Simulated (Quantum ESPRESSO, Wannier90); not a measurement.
## Hf (P6/mmm, model phase), plane waves to Wannier functions

Cell from Materials Project (mp-1009460), symmetrised, no further relaxation. This isn't the element's usual structure (hcp); take it as a model of another phase. Method: LDA plane waves in Quantum ESPRESSO 7.5 (PseudoDojo norm-conserving files, 47 Ry, no spin polarisation, no spin-orbit coupling), Bloch states on a 6×6×8 mesh through Γ, Wannier90 4.0.1. Density: 12×12×14 mesh, cold smearing 0.01 Ry. Spin-orbit coupling is left out although heavy elements are present.

On the energy scale of pw.x, whose zero is arbitrary, the Fermi level lies at 14.39 eV.

Input w.win:

```
num_bands = 9
num_wann = 9
exclude_bands = 1-3,13-53
num_iter = 1000
conv_tol = 1.0e-6
conv_window = 4
write_hr = true
write_u_matrices = true
auto_projections = true
begin unit_cell_cart
ang
    4.9623300684    0.0000000000    0.0000000000
   -2.4811650342    4.2975039012    0.0000000000
    0.0000000000    0.0000000000    3.0862300000
end unit_cell_cart
begin atoms_frac
Hf  -0.3333333333  0.3333333333  0.5000000000
Hf   0.3333333333 -0.3333333333  0.5000000000
Hf   0.0000000000  0.0000000000  0.0000000000
end atoms_frac
mp_grid = 6 6 8
begin kpoints
0.0000000000 0.0000000000 0.0000000000
0.0000000000 0.0000000000 0.1250000000
0.0000000000 0.0000000000 0.2500000000
... (285 more lines: the 6x6x8 mesh through Gamma)
end kpoints
```

Input of pw2wannier90.x that gives the overlap and projection files (equivalent; here they were cut from one run over all bands):

```
&inputpp
  outdir = './out'
  prefix = 'pwscf'
  seedname = 'w'
  write_amn = .true.
  write_mmn = .true.
  atom_proj = .true.
  atom_proj_exclude = 1 5 6 7 8 9 10 11 15 16 17 18 19 20 21 25 26 27 28 29 30
/
```

Output w.wout (banner and timings cut):

```
                                    ------
                                    SYSTEM
                                    ------

                              Lattice Vectors (Ang)
                    a_1     4.962330   0.000000   0.000000
                    a_2    -2.481165   4.297504   0.000000
                    a_3     0.000000   0.000000   3.086230

                   Unit Cell Volume:      65.81581  (Ang^3)

                        Reciprocal-Space Vectors (Ang^-1)
                    b_1     1.266176   0.731027  -0.000000
                    b_2     0.000000   1.462055   0.000000
                    b_3     0.000000  -0.000000   2.035877

 *----------------------------------------------------------------------------*
 |   Site       Fractional Coordinate          Cartesian Coordinate (Ang)     |
 +----------------------------------------------------------------------------+
 | hf   1  -0.33333   0.33333   0.50000   |   -2.48117   1.43250   1.54312    |
 | hf   2   0.33333  -0.33333   0.50000   |    2.48117  -1.43250   1.54312    |
 | hf   3   0.00000   0.00000   0.00000   |    0.00000   0.00000   0.00000    |
 *----------------------------------------------------------------------------*
                                ------------
                                K-POINT GRID
                                ------------

             Grid size =  6 x  6 x  8      Total points =  288

 *---------------------------------- MAIN ------------------------------------*
 |  Number of Wannier Functions               :                 9             |
 |  Number of Objective Wannier Functions     :                 9             |
 |  Number of input Bloch states              :                 9             |
 |  Output verbosity (1=low, 5=high)          :                 1             |
 |  Timing Level (1=low, 5=high)              :                 1             |
 |  Optimisation (0=memory, 3=speed)          :                 3             |
 |  Length Unit                               :               Ang             |
 |  Post-processing setup (write *.nnkp)      :                 F             |
 |  Using Gamma-only branch of algorithms     :                 F             |
 *----------------------------------------------------------------------------*
 *------------------------------- WANNIERISE ---------------------------------*
 |  Total number of iterations                :              1000             |
 |  Number of CG steps before reset           :                 5             |
 |  Trial step length for line search         :             2.000             |
 |  Convergence tolerence                     :         0.100E-05             |
 |  Convergence window                        :                 4             |
 |  Iterations between writing output         :                 1             |
 |  Iterations between backing up to disk     :               100             |
 |  Write r^2_nm to file                      :                 F             |
 |  Write xyz WF centres to file              :                 F             |
 |  Write on-site energies <0n|H|0n> to file  :                 F             |
 |  Use guiding centre to control phases      :                 F             |
 |  Use phases for initial projections        :                 F             |
 *----------------------------------------------------------------------------*
 *-------------------------------- PLOTTING ----------------------------------*
 |  Plotting Hamiltonian in WF basis          :                 T             |
 *----------------------------------------------------------------------------*

       ... (k-mesh section left out)

 Starting a new Wannier90 calculation ...

 Reading overlaps from w.mmn

 Reading projections from w.amn

 *------------------------------- WANNIERISE ---------------------------------*
 +--------------------------------------------------------------------+<-- CONV
 | Iter  Delta Spread     RMS Gradient      Spread (Ang^2)            |<-- CONV
 +--------------------------------------------------------------------+<-- CONV

 ------------------------------------------------------------------------------
 Initial State
  WF centre and spread    1  ( -2.481165,  1.432501,  1.543115 )     0.58281617
  WF centre and spread    2  ( -2.481165,  1.434454,  1.543115 )     0.58597354
  WF centre and spread    3  ( -2.481165,  1.430541,  1.543115 )     0.58597354
  WF centre and spread    4  (  2.481165, -1.432501,  1.543115 )     0.58281617
  WF centre and spread    5  (  2.481165, -1.434454,  1.543115 )     0.58597354
  WF centre and spread    6  (  2.481165, -1.430541,  1.543115 )     0.58597354
  WF centre and spread    7  (  0.000000,  0.000000,  0.000000 )     0.58115640
  WF centre and spread    8  (  0.000000, -0.000000, -0.000000 )     0.57994342
  WF centre and spread    9  ( -0.000000, -0.000000, -0.000000 )     0.57994342
  Sum of centres and spreads (  0.000000,  0.000000,  9.258690 )     5.25056973

      0     0.525E+01     0.0000000000        5.2505697076  <-- CONV
        O_D=      0.0000002 O_OD=      0.0015543 O_TOT=      5.2505697 <-- SPRD
 ------------------------------------------------------------------------------
      1    -0.530E-06     0.0003277724        5.2505691773  <-- CONV
        O_D=      0.0000002 O_OD=      0.0015537 O_TOT=      5.2505692 <-- SPRD
      2    -0.119E-06     0.0001918661        5.2505690580  <-- CONV
        O_D=      0.0000002 O_OD=      0.0015536 O_TOT=      5.2505691 <-- SPRD
      3    -0.183E-08     0.0000449891        5.2505690562  <-- CONV
        O_D=      0.0000002 O_OD=      0.0015536 O_TOT=      5.2505691 <-- SPRD
      4    -0.352E-09     0.0000199715        5.2505690558  <-- CONV
        O_D=      0.0000002 O_OD=      0.0015536 O_TOT=      5.2505691 <-- SPRD
             <<<     Delta < 1.000E-06  over  4 iterations     >>>
             <<< Wannierisation convergence criteria satisfied >>>
 Final State
  WF centre and spread    1  ( -2.481165,  1.432501,  1.543115 )     0.58281346
  WF centre and spread    2  ( -2.481165,  1.434454,  1.543115 )     0.58596981
  WF centre and spread    3  ( -2.481165,  1.430541,  1.543115 )     0.58596944
  WF centre and spread    4  (  2.481165, -1.432501,  1.543115 )     0.58281346
  WF centre and spread    5  (  2.481165, -1.434454,  1.543115 )     0.58596981
  WF centre and spread    6  (  2.481165, -1.430541,  1.543115 )     0.58596944
  WF centre and spread    7  (  0.000000,  0.000000,  0.000000 )     0.58115999
  WF centre and spread    8  (  0.000000, -0.000000, -0.000000 )     0.57995190
  WF centre and spread    9  ( -0.000000, -0.000000, -0.000000 )     0.57995178
  Sum of centres and spreads (  0.000000,  0.000000,  9.258690 )     5.25056908

         Spreads (Ang^2)       Omega I      =     5.249015228
        ================       Omega D      =     0.000000228
                               Omega OD     =     0.001553600
    Final Spread (Ang^2)       Omega Total  =     5.250569056
```
